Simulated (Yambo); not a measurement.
Yambo run on BaTiB₂O₆ (space group R-3, No. 148). The wavefunctions are LDA (Quantum ESPRESSO, PseudoDojo norm-conserving, 84 Ry, without SOC) ones on a 2×2×2 mesh (32 occupied bands); a = b = c = 6.325 Å, α = β = γ = 47.29°.

Yambo input:

```
rim_cut
gw0
dyson
el_el_corr
HF_and_locXC
mpa
em1d
RandQpts= 1000000
RandGvec= 1 Ry
EXXRLvcs= 84 Ry
VXCRLvcs= 336 Ry
Chimod= "HARTREE"
% BndsRnXm
 2 | 190 |
%
NGsBlkXm= 7 Ry
% LongDrXm
 1.0 | 1.0 | 1.0 |
%
EnSampXm= "2l"
EnGridXm= "lP"
% EnRngeXm
 0.0 | 40.0 | eV
%
% ImRngeXm
 2.72114 | 27.21138 | eV
%
% DmRngeXm
 0.02721 | 2.72114 | eV
%
ETStpsXm= 8
IntSolXm= "PT"
% GbndRnge
 1 | 190 |
%
GTermKind= "none"
DysSolver= "n"
ExtendOut
% QPkrange
 1 | 1 | 33 | 33 |
 4 | 4 | 32 | 33 |
%
```

k points by index: 1 = Γ, 4 = Z.

Resulting energies as the program prints them:

```
#    K-point    Band    Eo [eV]    E [eV]    E-Eo [eV]    Vxc [eV]    Vnlxc [eV]    Sc|Eo [eV]    Sc|E [eV]    dSc/dw|Eo [eV]    Re(Z)    Im(Z)
#
    1    33    2.423992    4.413255    1.989263    -19.65021    -11.32004    -5.581701    -6.340904    -10.38064    0.723827    -0.004957
    4    32    0.000000    -0.464820    -0.464820    -19.98646    -25.40742    4.792371    4.956143    -9.574819    0.739694    -0.004153
    4    33    2.445470    4.395975    1.950505    -19.44143    -11.31507    -5.440328    -6.175857    -10.25687    0.726219    -0.004872
```
(The two width columns are left out.) Convergence of these settings isn't established.

Geometry of the Materials Project entry, not relaxed at this level.
